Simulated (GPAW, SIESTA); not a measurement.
This is a calculation of Pb2O for GPAW 26.7.0 (ASE script). 

The input run.py:

```python
from ase import Atoms
from ase.dft.bandgap import bandgap
from ase.io import write
from ase.units import GPa
from gpaw import GPAW, PW, setup_paths

setup_paths.insert(0, '.')

atoms = Atoms(['Pb', 'Pb', 'Pb', 'Pb', 'O', 'O'],
              cell=[[5.38, 0.0, 0.0],
                    [0.0, 5.38, 0.0],
                    [0.0, 0.0, 5.38]],
              scaled_positions=[[0.75, 0.25, 0.75],
                                [0.25, 0.75, 0.75],
                                [0.75, 0.75, 0.25],
                                [0.25, 0.25, 0.25],
                                [0.5, 0.5, 0.5],
                                [0.0, 0.0, 0.0]],
              pbc=True)

calc = GPAW(mode=PW(800),
            xc='PBEsol',
            kpts={'size': (5, 5, 5), 'gamma': True},
            occupations={'name': 'fermi-dirac', 'width': 0.05},
            nbands=53,
            convergence={'density': 1e-05, 'energy': 1e-05},
            maxiter=150,
            txt='gpaw.txt')
atoms.calc = calc
energy = atoms.get_potential_energy()
forces = atoms.get_forces()
stress = atoms.get_stress()
calc.write('gs.gpw')
write('result.traj', atoms)
print(f'Energy: {energy:.6f} eV')
print('Forces (eV/A):')
print(forces.round(4))
print('Stress (GPa):', (stress / GPa).round(3))
print('Fermi level:', round(calc.get_fermi_level(), 4), 'eV')
print(f'Gap: {bandgap(calc)[0]:.4f} eV, direct: {bandgap(calc, direct=True)[0]:.4f} eV')
```

Potentials or basis: PAW data sets generated in the run's folder for this functional, pw.

Launch:

```console
$ gpaw-setup -f PBEsol O Pb
$ OMP_NUM_THREADS=1 python run.py
```

Task: What does the same run look like in SIESTA 5.4.2? Potentials or basis there: files PseudoDojo sr-pbesol-0.4.1-standard, DZP (energy shift 0.003 Ry; two zetas on semicore shells).

Result: As run (cutoffs and basis follow the program's own potentials, and thresholds, step limits or extra output files can differ):

Pb2O.fdf

```
SystemName                      Pb2O
SystemLabel                     Pb2O
NumberOfSpecies                 2
NumberOfAtoms                   6
%block ChemicalSpeciesLabel
  1  82 Pb
  2   8 O
%endblock ChemicalSpeciesLabel

LatticeConstant                 1.0 Ang
%block LatticeVectors
     5.3800000000     0.0000000000     0.0000000000
     0.0000000000     5.3800000000     0.0000000000
     0.0000000000     0.0000000000     5.3800000000
%endblock LatticeVectors
AtomicCoordinatesFormat         Fractional
%block AtomicCoordinatesAndAtomicSpecies
     0.7500000000     0.2500000000     0.7500000000  1  Pb
     0.2500000000     0.7500000000     0.7500000000  1  Pb
     0.7500000000     0.7500000000     0.2500000000  1  Pb
     0.2500000000     0.2500000000     0.2500000000  1  Pb
     0.5000000000     0.5000000000     0.5000000000  2  O
     0.0000000000     0.0000000000     0.0000000000  2  O
%endblock AtomicCoordinatesAndAtomicSpecies

%block kgrid.MonkhorstPack
    5   0   0  0.0
    0   5   0  0.0
    0   0   5  0.0
%endblock kgrid.MonkhorstPack
XC.Functional                   GGA
XC.Authors                      PBEsol
PAO.BasisSize                   DZP
PAO.EnergyShift                 0.003 Ry
Mesh.Cutoff                     800 Ry
OccupationFunction              FD
ElectronicTemperature           0.05 eV
MaxSCFIterations                120
SCF.MustConverge                false
SCF.Mixer.Method                Pulay
SCF.Mixer.Weight                0.25
SCF.Mixer.History               8
SCF.DM.Tolerance                5.0e-05
SCF.H.Tolerance                 1.0e-03 eV
WriteForces                     true
Charge.Mulliken                 end
%block PAO.Basis
  Pb 4
  n=6 0 2
    6.155 0.000
  n=6 1 2
    8.826 0.000
  n=5 2 2
    4.164 0.000
  n=6 2 1
    8.826
%endblock PAO.Basis
```

Potentials or basis: PseudoDojo 0.4 standard (PBEsol files), converted to PSML, two zetas on semicore shells, DZP (energy shift 0.003 Ry; two zetas on semicore shells).

Run with:

```sh
$ siesta < Pb2O.fdf > Pb2O.out 2>&1
```

Both were run:

|  | GPAW | SIESTA |
| --- | --- | --- |
| Pressure | -0.4 GPa | 1.3 GPa |

Pressure is positive in compression.
